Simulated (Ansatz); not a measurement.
**Ideal shear of a crystal plane in Ta4O**

Method: Ansatz 0.2.0, DFT PBEsol, scalar-relativistic, plane waves, PAW. Cutoff 420 eV, Γ-centred 14×14×4 k-points, Gaussian smearing of 0.15 eV. Spin–orbit coupling is left out, which matters for the heavy elements here. No spin polarisation. Energies are free energies at this smearing, counted from the undisturbed cell; pressure is positive in compression.

Reference structure (relaxed at this level; with this scan's settings it stands at 0.1 GPa; it needn't be the usual structure):

```yaml
crystal:
  lattice:
    - [-3.21094, 0.00000, 0.00000]
    - [0.00000, -3.21094, 0.00000]
    - [0.00000, 0.00000, 14.68397]
  atoms:
    - { symbol: Ta, position: [0.00000, 0.00000, 0.92930] }
    - { symbol: Ta, position: [0.00000, 0.00000, 0.42930] }
    - { symbol: Ta, position: [0.50000, 0.50000, 0.07069] }
    - { symbol: Ta, position: [0.50000, 0.50000, 0.57069] }
    - { symbol: Ta, position: [0.50000, 0.50000, 0.78791] }
    - { symbol: Ta, position: [0.50000, 0.50000, 0.28791] }
    - { symbol: Ta, position: [0.00000, 0.00000, 0.17930] }
    - { symbol: Ta, position: [0.00000, 0.00000, 0.67930] }
    - { symbol: O, position: [0.50000, 0.50000, 0.92930] }
    - { symbol: O, position: [0.50000, 0.50000, 0.42930] }
```

The cut lies on the cell's a–b face, a (0 0 1) plane (indices in the standard cell, whose axes needn't be the Cartesian ones shown) of area 10.31 Å², between layers 2.08 Å apart. Vector c is tilted by f times 1·a + 0·b (length 3.211 Å) with the atoms' Cartesian places fixed: one unrelaxed fault a cell. The traction is dγ/du, the slope of γ against the slip u in Å. Some rows repeat others by symmetry and weren't run.

```
     f  γ (mJ/m²) traction (GPa)
0.0000          0             0.0
0.1000        176            11.2
0.2000        731            23.4
0.3000       1641            31.7
0.4000       2602            24.7
0.5000       3031             0.0
0.6000       2602           -24.7
0.7000       1641           -31.7
0.8000        731           -23.4
0.9000        176           -11.2
```

Question: Read off the first barrier and the stress needed to climb it, and compare with Frenkel's sinusoid.

Answer: The first sampled maximum lies at f = 0.500, a slip of 1.61 Å, with γ ≈ 3031 mJ/m², which stands in for the unstable fault energy γ_us, and the steepest sampled slope before it is 31.7 GPa. A sinusoid γ = γ_us sin²(πu/λ) with its maximum there has λ = 3.21 Å and a largest slope πγ_us/λ = 29.7 GPa (1 mJ/m² per Å = 0.01 GPa).

Question: Is there a metastable fault on this line?

Answer: Apart from points where γ returns to about zero, no local minimum shows among the samples, so at this sampling the line offers no fault for a dislocation to split on; a fault can still lie off the line.

The cut is rigid; relaxing the faces lowers these energies and usually the stresses.

No gap shows at this level, though a semilocal functional can close a small gap that the real compound has; without a gap these slopes depend on the k mesh and the smearing.

Cost: 6 runs of about 5.7 core-minutes in all, on AMD EPYC 9R45 (Zen 5) (shared hosts).